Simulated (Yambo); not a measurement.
Yambo run on HgS (space group P3_221, No. 154). The wavefunctions are PBEsol (pw.x of Quantum ESPRESSO, ONCV potentials, scalar-relativistic) ones on a 3×3×1 mesh (39 occupied bands); a = 4.1611 Å, b = 4.1611 Å, c = 9.5046 Å, α = 90.00°, β = 90.00°, γ = 120.00°.

Yambo input:

```
rim_cut
gw0
dyson
el_el_corr
HF_and_locXC
cohsex
em1s
RandQpts= 1000000
RandGvec= 1 Ry
EXXRLvcs= 66 Ry
VXCRLvcs= 264 Ry
Chimod= "HARTREE"
% BndsRnXs
 13 | 315 |
%
NGsBlkXs= 8 Ry
% LongDrXs
 1.0 | 1.0 | 1.0 |
%
ExtendOut
% QPkrange
 1 | 1 | 39 | 40 |
%
```

k points by index: 1 = Γ.

Table of the .qp output:

```
#    K-point    Band    Eo [eV]    E [eV]    E-Eo [eV]    Vxc [eV]    Vnlxc [eV]    Sc|Eo [eV]    Re(Z)    Im(Z)
#
    1    39    0.000000    -2.738439    -2.738439    -14.75626    -17.67911    0.184410    1.000000    0.000000
    1    40    1.238544    -0.246306    -1.484849    -14.93294    -11.88478    -4.533005    1.000000    0.000000
```
(The two width columns are left out.) Convergence of these settings isn't established.

Spin-orbit coupling is not included.

Geometry relaxed with PBE+D3(BJ).
